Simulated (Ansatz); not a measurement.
Relaxed candidate structures of MoP:

A. P4/nmm, origin choice 1 (No. 129), tP4, AFLOW prototype AB_tP4_129_c_c (B11, as in TiCu); a = b = 3.133 Å, c = 5.522 Å, α = β = γ = 90.00°; Mo 2c (0.000, 0.500, 0.325); P 2c (0.500, 0.000, 0.138)

B. P6₃/mmc (No. 194), hP12; a = b = 4.0409 Å, c = 13.1360 Å, α = β = 90.00°, γ = 120.00°; Mo 2d (0.667, 0.333, 0.250); Mo 4f (0.333, 0.667, 0.077); P 2c (0.333, 0.667, 0.250); P 4e (0.000, 0.000, 0.090)

C. P4₂/mnm (No. 136), tP8; a = b = 4.8826 Å, c = 4.9127 Å, α = β = γ = 90.00°; Mo 4g (0.211, 0.211, 0.500); P 4f (0.215, 0.215, 0.000)

D. P6₃/mmc (No. 194), hP8; a = 3.067 Å, b = 3.067 Å, c = 13.869 Å, α = 90.00°, β = 90.00°, γ = 120.00°; Mo 4f (0.667, 0.333, 0.131); P 2a (0.000, 0.000, 0.000); P 2c (0.333, 0.667, 0.250)

E. Pm-3m (No. 221), cP2, CsCl type; a = b = c = 2.9745 Å, α = β = γ = 90.00°; Mo 1a (0.000, 0.000, 0.000); P 1b (0.500, 0.500, 0.500)

Question: Order them by energy per atom (lowest first) at the level PBEsol (plane waves to 420 eV, PAW, scalar-relativistic; Ansatz, a first-principles code).

Answer: A (reference), E (+0.11 eV/atom), D (+0.17 eV/atom), C (+0.47 eV/atom), B (+0.55 eV/atom)

The lowest structure calculated, P-6m2, hP2, is not among these; it lies 0.17 eV/atom below the lowest of them. Probably no minimum, since a slightly shaken restart fell lower: P4₂/mnm, tP8 (by 0.33 eV/atom, to P2₁/m). 1 run with a doubtful electronic state, a coarser numerical grid, an end not at rest or a source that can't be used is left out. Each run could gain symmetry but not lose that of its start, so entries can be saddle points. All of these are generated cells (placed on structure types, drawn at random, substituted or restacked) that were not matched to a known phase here. The real structure of this composition may not be among these. Energies are at zero temperature and pressure, without zero-point motion. The runs use different k-meshes, so differences are rounded accordingly. No spin polarisation in the result.
